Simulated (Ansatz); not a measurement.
# TiTe$_{2}$: computed DOS

Space group P-3m1 (No. 164). a = 3.777 Å, b = 3.777 Å, c = 6.498 Å, α = 90.00°, β = 90.00°, γ = 120.00°
| atom | site | symmetry | x | y | z |
| --- | --- | --- | --- | --- | --- |
| Ti | 1a | -3m. | 0.0000 | 0.0000 | 0.0000 |
| Te | 2d | 3m. | 0.6667 | 0.3333 | 0.2628 |

The runs use the primitive cell with vectors (3.777, 0.000, 0.000), (-1.889, 3.271, 0.000), (0.000, 0.000, 6.498) Å, to which the k mesh refers.

The cell is COD entry 1008063, as deposited and not checked against the literature; nothing was relaxed.

Spin–orbit coupling is left out, though it moves levels of the heavy atoms by tenths of an eV or more.

Theory: Ansatz 0.2.0, DFT, PBE, all-electron LAPW, scalar-relativistic.

Settings: a Γ-centred 13×13×7 k mesh, Fermi–Dirac smearing of 0.03 eV, basis error target 1 meV/atom, no spin polarisation.

States per eV and cell, averaged over 0.6 eV, from -5.2 to 1.8 eV, with energies (bin centres) from the Fermi level; empty bins are left out. The partial columns, the largest 3 alone, are projections on Löwdin-orthogonalised atomic shells (those that the program's projection atoms carry: the occupied ones and, for some elements, an empty d or f shell; other empty shells have no column), summed over atoms of an element. Weights on diffuse s and p shells depend on that basis and aren't pure angular character.

```tsv
E (eV)	total	Te 5p	Ti 3d	Ti 4s
-5.0	0.62	0.47	0.07	0.06
-4.4	2.51	2.01	0.24	0.16
-3.8	2.38	1.90	0.28	0.08
-3.2	1.50	1.14	0.21	0.06
-2.6	2.95	2.18	0.61	0.04
-2.0	4.24	2.69	1.38	0.03
-1.4	3.34	2.26	0.92	0.02
-0.8	1.67	1.16	0.44	0.01
-0.2	1.00	0.40	0.56	0.00
0.4	2.68	0.44	2.13	0.02
1.0	4.23	0.81	3.31	0.03
1.6	2.87	0.57	2.22	0.05
```

Which of the resolved shells contributes most within 0.3 eV of the Fermi level?

Ti 3d, with 70 % of all states there; Te 5p follows with 25 %.

Where is the centre of the filled Ti 3d states between -14 eV and the top of the filled states?

-2.53 eV from the Fermi level.
